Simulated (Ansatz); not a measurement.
Chalcopyrite alloy of ZnGeP2 and CdGeP2 (6 of 16 Zn sites exchanged), 64 atoms

Ansatz, PAW, plane waves. PBEsol relaxation of cell lengths and atoms (angles held) at the single k point (¼, ¼, ¼) without its symmetry partners; single points on the relaxed atoms at the Γ point alone, onto which points of the small cell's zone fold. Arrangement: quasirandom. No spin–orbit coupling unless named.

Relaxed structure:

```cif
data_structure
_symmetry_space_group_name_H-M 'P 1'
_symmetry_Int_Tables_number 1
_cell_length_a 11.0552
_cell_length_b 11.0529
_cell_length_c 10.7875
_cell_angle_alpha 90.001
_cell_angle_beta 90.001
_cell_angle_gamma 90.003
_cell_volume 1318.16
loop_
_atom_site_label
_atom_site_type_symbol
_atom_site_fract_x
_atom_site_fract_y
_atom_site_fract_z
_atom_site_occupancy
Cd1 Cd 0.00052 0.00543 0.00142 1
Cd2 Cd 0.99815 0.49990 0.99987 1
Cd3 Cd 0.50199 0.99882 0.00309 1
Cd4 Cd 0.50019 0.50188 0.00122 1
Cd5 Cd 0.00096 0.75143 0.25431 1
Cd6 Cd 0.25023 0.99924 0.74788 1
Zn1 Zn 0.99966 0.24960 0.25505 1
Zn2 Zn 0.49968 0.24928 0.25533 1
Zn3 Zn 0.49957 0.74997 0.25550 1
Zn4 Zn 0.24922 0.49899 0.74535 1
Zn5 Zn 0.74979 0.99883 0.74583 1
Zn6 Zn 0.74960 0.49890 0.74505 1
Zn7 Zn 0.24961 0.25210 0.49922 1
Zn8 Zn 0.24976 0.74689 0.50044 1
Zn9 Zn 0.74898 0.24936 0.50014 1
Zn10 Zn 0.74775 0.75088 0.50136 1
Ge1 Ge 0.99892 0.00293 0.50026 1
Ge2 Ge 0.99966 0.49893 0.50056 1
Ge3 Ge 0.50260 0.00039 0.49927 1
Ge4 Ge 0.50070 0.50026 0.49976 1
Ge5 Ge 0.25334 0.00349 0.25441 1
Ge6 Ge 0.25347 0.49792 0.25396 1
Ge7 Ge 0.74766 0.00301 0.25184 1
Ge8 Ge 0.74794 0.49808 0.25356 1
Ge9 Ge 0.25134 0.25402 0.00121 1
Ge10 Ge 0.25325 0.74745 0.99944 1
Ge11 Ge 0.75050 0.25114 0.99943 1
Ge12 Ge 0.74806 0.75051 0.99759 1
Ge13 Ge 0.99730 0.25321 0.74660 1
Ge14 Ge 0.99754 0.74787 0.74679 1
Ge15 Ge 0.50238 0.25353 0.74724 1
Ge16 Ge 0.50231 0.74805 0.74450 1
P1 P 0.13403 0.13248 0.13261 1
P2 P 0.13986 0.62239 0.12650 1
P3 P 0.63087 0.13327 0.13171 1
P4 P 0.63207 0.63157 0.13278 1
P5 P 0.11581 0.13207 0.61898 1
P6 P 0.12120 0.62348 0.62333 1
P7 P 0.62264 0.12434 0.62453 1
P8 P 0.62381 0.62257 0.62308 1
P9 P 0.37056 0.36917 0.13319 1
P10 P 0.36762 0.86909 0.13263 1
P11 P 0.86775 0.36910 0.13243 1
P12 P 0.86047 0.87668 0.12460 1
P13 P 0.37716 0.12418 0.37883 1
P14 P 0.37555 0.62182 0.37701 1
P15 P 0.87397 0.12244 0.37567 1
P16 P 0.86824 0.61645 0.38237 1
P17 P 0.12411 0.37783 0.37551 1
P18 P 0.13193 0.88546 0.38386 1
P19 P 0.62259 0.37565 0.37642 1
P20 P 0.62495 0.87836 0.37513 1
P21 P 0.12913 0.36850 0.86789 1
P22 P 0.12227 0.85986 0.87627 1
P23 P 0.63127 0.37056 0.86888 1
P24 P 0.62832 0.86746 0.86644 1
P25 P 0.37767 0.37589 0.62273 1
P26 P 0.38362 0.86825 0.61615 1
P27 P 0.87577 0.37601 0.62256 1
P28 P 0.87752 0.87542 0.62246 1
P29 P 0.37698 0.13921 0.87503 1
P30 P 0.37046 0.63098 0.86484 1
P31 P 0.86856 0.13230 0.86649 1
P32 P 0.86665 0.62977 0.86715 1
```

(1) What are the mean bond lengths by pair (pairs within 1.2 times the sum of covalent radii, less contacts 15 % beyond the pair's median; cation–cation pairs of compounds aside; long ionic contacts are cut short by that bound)?

(2) What gap lies between the top filled and the lowest empty level in the single points?

Results:

(1) Cd–P 2.497 ± 0.009 Å (standard deviation, 24 bonds); Ge–P 2.336 ± 0.011 Å (standard deviation, 64 bonds); P–Zn 2.367 ± 0.011 Å (standard deviation, 40 bonds).

(2) HSE06 1.88 eV (21 s on NVIDIA GB200).
